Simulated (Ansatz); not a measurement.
Frozen-phonon scan for Ti (hcp, Mg type)

Ti (hcp, Mg type)

```xyz
4
Lattice="5.8783 0.0000 0.0000 -1.4696 2.5454 0.0000 2.9391 0.0000 4.6501" Properties=species:S:1:pos:R:3 pbc="T T T"
Ti     5.8783     1.6969     3.4876
Ti     2.9391     1.6969     3.4876
Ti     1.4696     0.8485     1.1625
Ti     4.4087     0.8485     1.1625
```

The atoms are displaced by Q × the pattern below (from a DFPT mode at L = (0.5, 0.0, 0.5), largest move 1; Q in Å), at fixed cell. It is one choice among 2 degenerate patterns. (q is in reciprocal vectors of the primitive cell; the cell shown is doubled to hold the pattern.)

```json
[
 {"atom": "Ti1", "x": "0.835", "y": "0.482", "z": "0.000"},
 {"atom": "Ti2", "x": "-0.835", "y": "-0.482", "z": "0.000"},
 {"atom": "Ti3", "x": "0.000", "y": "0.000", "z": "1.000"},
 {"atom": "Ti4", "x": "0.000", "y": "0.000", "z": "-1.000"}
]
```

These are PBE (plane waves to 420 eV, PAW, scalar-relativistic; Ansatz, a program for electronic structure) values and carry that method's errors. k mesh 18×18×18 (Γ-centred), Fermi-Dirac smearing 0.05 eV. The energy includes the smearing's −TS. Compression counts positive. With partly filled bands, energies and forces of such displacements shift with the k mesh and the smearing. Ti is run without spin polarisation. Ti was relaxed with its symmetry unable to fall. ΔE is measured from the undisplaced structure.

```tsv
Q (Å)	ΔE (meV/cell)	P (GPa)	−dE/dQ from forces (eV/Å)
-0.180	723	4.5	7.701
-0.150	512	3.2	6.410
-0.120	337	2.1	5.295
-0.090	195	1.2	4.180
-0.060	88	0.5	2.896
-0.030	22	0.1	1.478
0.000	0	0.0	0.000
0.030	22	0.1	-1.478
0.060	88	0.5	-2.896
0.090	195	1.2	-4.180
0.120	337	2.1	-5.295
0.150	512	3.2	-6.410
0.180	723	4.5	-7.701
```

Derived quantities:

The energy at Q = 0.180 Å comes out as 723 meV/cell. Space group of the distorted cell: Imm2 (No. 44), lowered from P6_3/mmc. Symmetry of the curve: even: the same for both signs. Shape of the curve: a single well with its minimum at or next to zero displacement. Harmonic wavenumber from the curvature (finite differences): 270 cm⁻¹. Wavenumber by perturbation theory (DFPT, on another k mesh): 270 cm⁻¹.

(A displaced cell: forces are minus the slopes of the energy, force constants its curvatures, and phonons follow from these.)
